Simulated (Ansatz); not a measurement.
Harmonic vibrational thermodynamics of TiC (rock salt, Fm-3m) at fixed volume, PBE (plane waves, PAW; program Ansatz). The rows extrapolate the 0 K crystal and know nothing of melting or changes of phase.

```json
[
 {"T (K)": "50", "F_vib (meV/atom)": "81.8", "S (J/K per mol of atoms)": "0.1", "C_V (J/K per mol of atoms)": "0.5"},
 {"T (K)": "100", "F_vib (meV/atom)": "81.5", "S (J/K per mol of atoms)": "1.4", "C_V (J/K per mol of atoms)": "3.9"},
 {"T (K)": "200", "F_vib (meV/atom)": "77.4", "S (J/K per mol of atoms)": "6.8", "C_V (J/K per mol of atoms)": "12.1"},
 {"T (K)": "300", "F_vib (meV/atom)": "(withheld)", "S (J/K per mol of atoms)": "(withheld)", "C_V (J/K per mol of atoms)": "17.3"},
 {"T (K)": "400", "F_vib (meV/atom)": "51.1", "S (J/K per mol of atoms)": "18.1", "C_V (J/K per mol of atoms)": "20.0"},
 {"T (K)": "600", "F_vib (meV/atom)": "4.1", "S (J/K per mol of atoms)": "26.8", "C_V (J/K per mol of atoms)": "22.5"},
 {"T (K)": "800", "F_vib (meV/atom)": "(withheld)", "S (J/K per mol of atoms)": "(withheld)", "C_V (J/K per mol of atoms)": "23.5"},
 {"T (K)": "1000", "F_vib (meV/atom)": "-133.7", "S (J/K per mol of atoms)": "(withheld)", "C_V (J/K per mol of atoms)": "(withheld)"}
]
```

Q: What belongs in the gaps?

A: 
- 800, F_vib (meV/atom): -58.7
- 800, S (J/K per mol of atoms): 33.5
- 300, S (J/K per mol of atoms): 12.8
- 300, F_vib (meV/atom): 67.2
- 1000, S (J/K per mol of atoms): 38.8
- 1000, C_V (J/K per mol of atoms): 24.0

The PBE relaxation kept the symmetry of its start; phonons on a q-mesh show no instability. The run is not spin-polarised.

Potentials: the later of the program's two PAW sets.
